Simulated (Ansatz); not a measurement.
Relaxed-ion elastic tensor of Ag (dhcp (α-La type), space group No. 194) in GPa (Voigt order), plane-wave PAW r²SCAN (Ansatz code); density 10.34 g/cm³, 17.32 Å³ per atom.

```
 136  91.8  74.8   0.0   0.0   0.0
91.8   136  74.8   0.0   0.0   0.0
74.8  74.8   163   0.0   0.0   0.0
 0.0   0.0   0.0  28.2   0.0   0.0
 0.0   0.0   0.0   0.0  28.2   0.0
 0.0   0.0   0.0   0.0   0.0  22.3
```

Q: Is the crystal mechanically stable?

A: Yes: the smallest eigenvalue of C is 22.3 GPa.

Q: Work out the Voigt, Reuss and Hill averages.

A: K_V = 102, K_R = 102, K_H = 102; G_V = 28.7, G_R = 27.2, G_H = 27.9 GPa.

Q: Give Young's modulus, Poisson's ratio, Pugh's ratio and the universal anisotropy index.

A: E = 9KG/(3K + G) = 76.8 GPa; ν = 0.37; K/G = 3.65 (ductile by the Pugh limit of 1.75); A_U = 5G_V/G_R + K_V/K_R − 6 = 0.29.

Q: Estimate the sound speeds and the Debye temperature.

A: v_l = √((K + 4G/3)/ρ) = 3670 m/s, v_t = √(G/ρ) = 1640 m/s, mean 1850 m/s; Θ = (h/k)(3n/4πV)^(1/3) v_m = 213 K.

Q: Solve the Christoffel equation for the three sound speeds along x, y, z.

A: Eigenvalues of C_ijkl n_j n_l equal ρv². In km/s, slowest first: x 1.47, 1.65, 3.63; y 1.47, 1.65, 3.63; z 1.65, 1.65, 3.98.

Q: How much does each axis shrink under pressure?

A: Linear compressibilities β_i = Σ_j S_ij (j = 1 to 3): x 3.4, y 3.4, z 3.0 per TPa.

Space group P6_3/mmc (dhcp (α-La type)). The workflow started from a Materials Project entry (that database holds measured and hypothetical structures alike); the Crystallography Open Database files this formula in space group No. 194, but the cells were not matched. It is not the phase usual at ambient conditions (space group No. 225). The r²SCAN relaxation kept the symmetry of its start; of distortions, only those at the zone centre were tested. The run is not spin-polarised. As this level gives no gap, shear constants depend on the k-mesh and smearing (Fermi–Dirac, 0.1 eV here). On the denser mesh and wider smearing of the elastic run this cell carries a stress of 0.3 GPa.

Potentials: the later of the program's two PAW sets.
